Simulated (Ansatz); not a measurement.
Property card for Ti₄Al

All numbers below come from DFT PBE, scalar-relativistic, plane waves, PAW (Ansatz 0.2.0).

Cutoff 420 eV; k points 10×10×10 on the computed 5-atom cell (Γ-centred); Gaussian smearing, width 0.10 eV; no spin polarisation.

The structure is relaxed at this level of theory with its symmetry kept, and needn't be the ground state of this composition.

```yaml
crystal:
  lattice:
    - [-2.94449, 2.94449, 2.94449]
    - [2.94449, -2.94449, 2.94449]
    - [2.94449, 2.94449, -2.94449]
  atoms:
    - { symbol: Ti, position: [0.00000, 0.00000, 0.50000] }
    - { symbol: Ti, position: [0.00000, 0.50000, 0.00000] }
    - { symbol: Ti, position: [0.50000, 0.00000, 0.00000] }
    - { symbol: Ti, position: [0.50000, 0.50000, 0.50000] }
    - { symbol: Al, position: [0.00000, 0.00000, 0.00000] }
```

Q: Formation energy from the elements' standard states (uncorrected)?

A: +0.768 eV/atom.

Q: Kohn–Sham band gap?

A: none (metal).

Q: Density of states at the Fermi level?

A: 8.3 states/eV per cell.

Q: Orbital (Löwdin) character within 0.5 eV of the Fermi level?

A: Ti 3d 86 %.

Q: Bader charge by site (e)?

A: Ti (4 in the cell) 0.31, Al (1 in the cell) -1.22.

Spin polarisation was left out, and a magnetic state may lie lower.

The cell was found from a structure generator's guess, not taken from experiment. Löwdin shares on free-atom orbitals overweight diffuse shells.
